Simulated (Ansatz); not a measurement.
**Ba₂SrIrO₆: input and output**

Input file of Ansatz 0.2.0:

```yaml
crystal:
  lattice:
    - [6.093843, 0.0, 0.0]
    - [3.002601, 5.302766, 0.0]
    - [3.002601, 1.750364, 5.005549]
  atoms:
    - { symbol: Ir, position: [0.5, 0.5, 0.5] }
    - { symbol: O, position: [0.7222, 0.7222, 0.2747] }
    - { symbol: O, position: [0.2747, 0.7222, 0.7222] }
    - { symbol: O, position: [0.7222, 0.2747, 0.7222] }
    - { symbol: O, position: [0.2778, 0.2778, 0.7253] }
    - { symbol: O, position: [0.2778, 0.7253, 0.2778] }
    - { symbol: O, position: [0.7253, 0.2778, 0.2778] }
    - { symbol: Ba, position: [0.2505, 0.2505, 0.2505] }
    - { symbol: Ba, position: [0.7495, 0.7495, 0.7495] }
    - { symbol: Sr, position: [0.0, 0.0, 0.0] }
  symmetry: { tolerance: 0.0003 }
kpoints:
  mp_grid: { grid: [7, 7, 7], shift: [0, 0, 0] }
  band_path:
    path:
      - [0.5, -0.25183156, 0.25183156]
      - [0.5, 0.0, 0.0]
      - [0.0, 0.0, 0.0]
      - [0.37591578, -0.37591578, 0.0]
    npoints: 17
magnetization:
  spin_polarized: false
scf:
  occupations: { method: fermi_dirac }
  lower_state_search: "off"
  max_iter: 200
hamiltonian:
  pseudopotentials: { kind: paw }
  xc: r2scan
basis:
  ecutwfc: 500
  fft_grid_basis: typed
output:
  forces: true
  stress: true
  eigenvalues: true
  bader: true
  populations: true
  elf: true
  write_potential: true
  volumetric_format: npy
  dos:
    e_range: [-12, 8]
    de: 0.05
    projected: { site_lists: { Ba: [Ba], Ir: [Ir], O: [O], Sr: [Sr] } }
checkpoint:
  read: saved_state
```

The run starts from an earlier solution of this cell. 

Parts of the output:

```
SCF iter   1: F=-30851.1234 eV  Δρ=6.86e-4  dr2=2.31e-4  dr2_τ=2.03e-3
SCF iter   2: F=-30851.1237 eV  Δρ=3.65e-4  dr2=9.95e-5  dr2_τ=9.94e-5
SCF iter   3: F=-30851.1236 eV  Δρ=4.98e-5  dr2=1.03e-5  dr2_τ=9.58e-7
SCF iter   4: F=-30851.1236 eV  Δρ=2.72e-5  dr2=1.02e-6  dr2_τ=3.93e-7
SCF iter   5: F=-30851.1236 eV  Δρ=7.91e-6  dr2=1.90e-7  dr2_τ=2.76e-8
SCF iter   6: F=-30851.1236 eV  Δρ=7.26e-6  dr2=1.17e-7  dr2_τ=1.64e-8
SCF iter   7: F=-30851.1236 eV  Δρ=1.88e-6  dr2=9.42e-9  dr2_τ=1.08e-9
Free energy (F): -30851.1236 eV
Harris-Foulkes:  -30851.1236 eV  (|F-HF|=2.86e-9)
Internal energy: -30850.8500 eV  (E = F + TS)
E sigma→0 (E₀):  -30850.9868 eV
Entropy (-TS):   -0.2736 eV (-27.359 meV/atom)
Fermi energy:    9.6235 eV
--- Forces (eV/Å), atoms counted from 1 ---
  atom   1  Ir     0.0000     0.0000     0.0000
  atom   2  O      0.3146     0.1834    -0.0230
  atom   3  O      0.1888     0.2546     0.1807
  atom   4  O      0.3146     0.0389     0.1807
  atom   5  O     -0.3146    -0.1834     0.0230
  atom   6  O     -0.3146    -0.0389    -0.1807
  atom   7  O     -0.1888    -0.2546    -0.1807
  atom   8  Ba    -0.0341    -0.0199    -0.0141
  atom   9  Ba     0.0341     0.0199     0.0141
  atom  10  Sr     0.0000     0.0000     0.0000
--- Stress (GPa, compression-positive) ---
       -2.1629       0.6764       0.4801
        0.6764      -2.9289       0.2799
        0.4801       0.2799      -3.1246
  P = ⅓ Tr σ = -2.7388 GPa (-27.388 kbar)
--- Löwdin populations: 10 sites ---
  site symbol       q [e]
     0     Ir     15.1115
     1      O      7.0130
     2      O      7.0130
     3      O      7.0130
     4      O      7.0130
     5      O      7.0130
     6      O      7.0130
     7     Ba      8.2647
     8     Ba      8.2647
     9     Sr      8.2761
  spilling = 0.0121 (of n_electrons = 83.0000)
--- Bader charges: 10 sites ---
  site symbol  charge [e]  shift [e]
     0     Ir      2.2523     0.0042
     1      O     -1.1716     0.0006
     2      O     -1.1715     0.0006
     3      O     -1.1716     0.0006
     4      O     -1.1715     0.0006
     5      O     -1.1715     0.0006
     6      O     -1.1716     0.0006
     7     Ba      1.6042     0.0000
     8     Ba      1.6042     0.0000
     9     Sr      1.5687     0.0003
```

Origin: a database entry at a rescaled volume. Caveats: many states at the Fermi level without spin polarisation, so a magnetic state may lie lower.
